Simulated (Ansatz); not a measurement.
System: HfN (rock salt type), 2 atoms in the cell.

These are results of PBE, all-electron LAPW, point nucleus in Ansatz 0.2.0 development build, not measurements.

k-mesh 8×8×8 Γ-centred; Fermi–Dirac smearing of 0.1 eV; no spin polarisation; no spin–orbit coupling.

```
CELL_PARAMETERS angstrom
0.00000 2.26500 2.26500
2.26500 0.00000 2.26500
2.26500 2.26500 0.00000
ATOMIC_POSITIONS crystal
Hf 0.00000 0.00000 0.00000
N 0.50000 0.50000 0.50000
```

**Question.** Is the cell under compression or tension, and by how much?

**Answer.** The pressure is 3.52 GPa, so at these settings the cell is compressed and would expand.

The k-mesh is modest, so these values aren't fully converged in k.
